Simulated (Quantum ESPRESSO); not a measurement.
## HfSn4Ti3 in 6 site orders

All numbers below are calculated, not measured. They come from Quantum ESPRESSO 7.5, a public plane-wave density functional program. Each row is one single-point run on a made-up periodic cell of eight metal atoms, with elements, volume, strain and displacements drawn at random and not relaxed, so a cell may be unstable or far from any real phase. There is no spin polarisation or spin-orbit coupling.

Settings: PBE unless stated; PseudoDojo standard norm-conserving files; Fermi-Dirac width 0.25 eV, which means electrons at about 2900 K; cutoff 1143 eV; 8 x 5 x 3 k mesh shifted half a step off Gamma. E is the free energy of the whole cell (internal energy minus TS), so a -TS column is already part of it. Stress is positive in tension, and the pressure P is minus a third of its trace.

Checks: one run of this series was repeated at a higher cutoff and on a denser mesh, which moved values by no more than 0.008 eV, 0.09 GPa and 0.007 eV/Å, and a second program with other atomic files agreed on it to 2 % rms in force and 0.5 GPa in pressure. Known limits: the tin pseudopotential is less sure than most, with forces differing by about three percent from a second method on plain tin; heavy elements are run without spin-orbit coupling, which real alloys of them have; a spin test at this wide smearing found no moment, but such smearing suppresses magnetism that the real alloy may have.

The lattice is face-centred cubic, and the cell vectors in Å are (-0.008, -2.111, -2.153); (-4.253, 2.073, -2.130); (6.487, 6.373, -4.322), a volume of 155.26 Å³. The runs put one composition on the same eight displaced sites in different orders. E is counted from run 1, and the rms force is over all 24 components. Nothing is relaxed, so E mixes bonding between neighbours with strain on unrelaxed sites, and it is not an ordering energy.

```
run,elements on sites 1 to 8,E (eV),-TS (eV),rms force (eV/Å),largest force (eV/Å),P (GPa)
1,Sn Hf Sn Ti Ti Ti Sn Sn,0.000,-1.546,0.843,2.06,11.36
2,Ti Sn Sn Sn Ti Sn Ti Hf,0.221,-1.540,1.101,2.64,?
3,Hf Sn Ti Sn Sn Ti Sn Ti,-0.454,-1.484,0.669,2.25,10.09
4,Ti Ti Sn Hf Ti Sn Sn Sn,0.884,-1.590,1.114,3.50,13.55
5,Sn Sn Ti Hf Sn Sn Ti Ti,1.451,-1.538,0.771,1.86,15.37
6,Ti Sn Ti Sn Sn Ti Hf Sn,0.231,-1.546,0.964,3.02,12.18
```

## Worked fit

A straight line through the runs shown gives P = 11.37 + 2.70 E GPa with E in eV, an error of 0.11 on the slope and a scatter of 0.17 GPa. At this fixed volume the orders of higher energy tend to have the higher pressure.

## Withheld value

Question: what pressure should run 2 give?

The fit gives 11.97 ± 0.19 GPa. The calculation gave 11.61 GPa.
